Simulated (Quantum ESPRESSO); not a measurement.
Hf4TaRuPdSc, input and log of a self-consistent run

A calculation, not a measurement. The program is pw.x of Quantum ESPRESSO 7.5 (plane-wave density functional theory). The cell is made up: eight metal atoms on a face-centred cubic lattice, with elements, volume, strain and displacements drawn at random and not relaxed, so it may be unstable or far from any real phase. PseudoDojo standard norm-conserving files set the functional (PBE unless stated); there is no spin polarisation or spin-orbit coupling, the Fermi-Dirac width of 0.25 eV means electrons at about 2900 K, and the masses in the input are unused placeholders. Heavy elements are run without spin-orbit coupling, which real alloys of them have. A spin test at this wide smearing found no moment, but such smearing suppresses magnetism that the real alloy may have.

Input:

```
&control calculation='scf', pseudo_dir='./dojo.nc.sr.pbe.v0_5.standard.upf', outdir='./o', disk_io='minimal', tprnfor=.true., tstress=.true. /
&system ibrav=0, nat=8, ntyp=5, nbnd=71, ecutwfc=84.00895049, nosym=.true., tot_charge=0,
 occupations='smearing', smearing='fd', degauss=0.0183746611
/
&electrons conv_thr=1.470e-08, electron_maxstep=70, mixing_beta=0.5 /
ATOMIC_SPECIES
Hf 1.0 Hf.upf
Pd 1.0 Pd.upf
Ru 1.0 Ru.upf
Sc 1.0 Sc.upf
Ta 1.0 Ta.upf
CELL_PARAMETERS angstrom
-4.2151 0.0 0.0
0.0 -4.2151 4.2151
0.0 6.3226 2.1075
ATOMIC_POSITIONS angstrom
Hf 0.0806 -0.0692 -0.0794
Ta -0.0306 2.0389 1.9871
Ru -0.0748 -2.0306 2.219
Pd 0.106 -0.0043 4.1414
Hf -2.3391 4.1635 2.1611
Hf -2.1399 -0.1248 2.0646
Hf -2.2441 2.1047 4.3105
Sc -2.1439 -2.0925 4.2466
K_POINTS automatic
6 5 4 1 1 1
```

The log is shortened where brackets say so; the opening notice, blank lines, dates and the lines on written files are dropped, and the path of the files is cut. It prints rydbergs, bohrs and kilobars, and counts compression as positive stress. Its total energy is the free energy E - TS of the whole cell.

```
     Program PWSCF v.7.5
     Parallel version (MPI & OpenMP), running on       4 processor cores
     Number of MPI processes:                 4
     Threads/MPI process:                     1
     [start-up lines left out]
     bravais-lattice index     =            0
     lattice parameter (alat)  =       7.9654  a.u.
     unit-cell volume          =    1010.7531 (a.u.)^3
     number of atoms/cell      =            8
     number of atomic types    =            5
     number of electrons       =       106.00
     number of Kohn-Sham states=           71
     kinetic-energy cutoff     =      84.0090  Ry
     charge density cutoff     =     336.0358  Ry
     scf convergence threshold =      1.5E-08
     mixing beta               =       0.5000
     number of iterations used =            8  plain     mixing
     Exchange-correlation= PBE
                           (   1   4   3   4   0   0   0)
     [axes and pseudopotential details left out]
   Cartesian axes
     site n.     atom                  positions (alat units)
         1        Hf     tau(   1) = (   0.0191217  -0.0164172  -0.0188370  )
         2        Ta     tau(   2) = (  -0.0072596   0.4837133   0.4714242  )
         3        Ru     tau(   3) = (  -0.0177457  -0.4817442   0.5264407  )
         4        Pd     tau(   4) = (   0.0251477  -0.0010201   0.9825152  )
         5        Hf     tau(   5) = (  -0.5549335   0.9877583   0.5127043  )
         6        Hf     tau(   6) = (  -0.5076748  -0.0296078   0.4898104  )
         7        Hf     tau(   7) = (  -0.5323954   0.4993239   1.0226329  )
         8        Sc     tau(   8) = (  -0.5086238  -0.4964295   1.0074731  )
     number of k points=    60  Fermi-Dirac smearing, width (Ry)=  0.0184
                       cart. coord. in units 2pi/alat
        k(    1) = (  -0.0833333   0.0375010   0.1375010), wk =   0.0333333
        k(    2) = (  -0.0833333   0.1625025   0.2625025), wk =   0.0333333
     [further k points left out]
     Dense  grid:   105235 G-vectors     FFT dimensions: (  48,  72,  75)
     Estimated max dynamical RAM per process >     420.91 MB
     Estimated total dynamical RAM >       1.57 GB
     Initial potential from superposition of free atoms
     starting charge     105.9881, renormalised to     106.0000
     Starting wfcs are   79 randomized atomic wfcs
     total cpu time spent up to now is        7.6 secs
     per-process dynamical memory:   335.3 Mb
     Self-consistent Calculation
     iteration #  1     ecut=    84.01 Ry     beta= 0.50
     Davidson diagonalization with overlap
     ethr =  1.00E-02,  avg # of iterations =  2.7
     total cpu time spent up to now is       26.3 secs
     total energy              =   -1142.73430860 Ry
     estimated scf accuracy    <      13.41165360 Ry
     iteration #  2     ecut=    84.01 Ry     beta= 0.50
     Davidson diagonalization with overlap
     ethr =  1.00E-02,  avg # of iterations =  3.0
     total cpu time spent up to now is       46.8 secs
     total energy              =   -1149.43226983 Ry
     estimated scf accuracy    <      36.36963620 Ry
     iteration #  3     ecut=    84.01 Ry     beta= 0.50
     Davidson diagonalization with overlap
     ethr =  1.00E-02,  avg # of iterations =  2.0
     total cpu time spent up to now is       64.4 secs
     total energy              =   -1151.78262964 Ry
     estimated scf accuracy    <       5.85418171 Ry
     iteration #  4     ecut=    84.01 Ry     beta= 0.50
     Davidson diagonalization with overlap
     ethr =  5.52E-03,  avg # of iterations =  1.4
     total cpu time spent up to now is       79.8 secs
     total energy              =   -1151.65779080 Ry
     estimated scf accuracy    <       3.73767444 Ry
     iteration #  5     ecut=    84.01 Ry     beta= 0.50
     Davidson diagonalization with overlap
     ethr =  3.53E-03,  avg # of iterations =  1.8
     total cpu time spent up to now is       95.3 secs
     total energy              =   -1151.47378054 Ry
     estimated scf accuracy    <       1.70899995 Ry
     [iterations 6 to 14 left out]
     iteration # 15     ecut=    84.01 Ry     beta= 0.50
     Davidson diagonalization with overlap
     ethr =  1.26E-08,  avg # of iterations =  1.4
     total cpu time spent up to now is      280.6 secs
     total energy              =   -1151.49286138 Ry
     estimated scf accuracy    <       0.00000194 Ry
     iteration # 16     ecut=    84.01 Ry     beta= 0.50
     Davidson diagonalization with overlap
     ethr =  1.83E-09,  avg # of iterations =  3.8
     total cpu time spent up to now is      298.1 secs
     total energy              =   -1151.49286163 Ry
     estimated scf accuracy    <       0.00000054 Ry
     iteration # 17     ecut=    84.01 Ry     beta= 0.50
     Davidson diagonalization with overlap
     ethr =  5.07E-10,  avg # of iterations =  2.5
     total cpu time spent up to now is      315.3 secs
     total energy              =   -1151.49286169 Ry
     estimated scf accuracy    <       0.00000020 Ry
     iteration # 18     ecut=    84.01 Ry     beta= 0.50
     Davidson diagonalization with overlap
     ethr =  1.86E-10,  avg # of iterations =  2.0
     total cpu time spent up to now is      331.5 secs
     total energy              =   -1151.49286171 Ry
     estimated scf accuracy    <       0.00000002 Ry
     iteration # 19     ecut=    84.01 Ry     beta= 0.50
     Davidson diagonalization with overlap
     ethr =  2.12E-11,  avg # of iterations =  4.8
     total cpu time spent up to now is      351.2 secs
     End of self-consistent calculation
     [lines on levels left out]
!    total energy              =   -1151.49286171 Ry
     estimated scf accuracy    <       0.00000001 Ry
     smearing contrib. (-TS)   =      -0.13496443 Ry
     internal energy E=F+TS    =   -1151.35789728 Ry
     The total energy is F=E-TS. E is the sum of the following terms:
     one-electron contribution =    -297.21609167 Ry
     hartree contribution      =     197.44579396 Ry
     xc contribution           =    -236.73049811 Ry
     ewald contribution        =    -814.85710146 Ry
     convergence has been achieved in  19 iterations
     Forces acting on atoms (cartesian axes, Ry/au):
     atom    1 type  1   force =    -0.09784964    0.02217149    0.02738577
     atom    2 type  5   force =    -0.02405483    0.00179655    0.04244060
     atom    3 type  3   force =     0.00394956   -0.02962623   -0.01876832
     atom    4 type  2   force =    -0.03225364    0.00197214    0.00823760
     atom    5 type  1   force =     0.05649342   -0.05682262    0.01460830
     atom    6 type  1   force =     0.02136044    0.03017862    0.03878839
     atom    7 type  1   force =     0.05457412    0.01175676   -0.09644190
     atom    8 type  4   force =     0.01778057    0.01857328   -0.01625044
     Total force =     0.195972     Total SCF correction =     0.000713
     Computing stress (Cartesian axis) and pressure
          total   stress  (Ry/bohr**3)                   (kbar)     P=       81.36
   0.00033616  -0.00000958   0.00000330           49.45       -1.41        0.49
  -0.00000958   0.00060652   0.00012270           -1.41       89.22       18.05
   0.00000330   0.00012270   0.00071646            0.49       18.05      105.39
     init_run     :      7.03s CPU      7.32s WALL (       1 calls)
     electrons    :    337.00s CPU    343.61s WALL (       1 calls)
     forces       :      2.95s CPU      2.98s WALL (       1 calls)
     stress       :     10.10s CPU     10.34s WALL (       1 calls)
     [timing details left out]
     PWSCF        :   5m57.36s CPU   6m 4.60s WALL
     JOB DONE.
```

In other units: free energy -15666.859 eV for the cell, pressure 8.14 GPa, largest force component 2.516 eV/Å in size. The run took 366 s of wall time with four MPI processes on a shared machine (Intel Xeon, 2023 or later, virtual cores), so the time is rough. A rerun of this cell at a higher cutoff and on a denser mesh moved values by no more than 0.005 eV in energy, 0.07 GPa in stress and 0.007 eV/Å in force, and a second program with other atomic files agreed on that cell to 2 % rms in force and 0.5 GPa in pressure.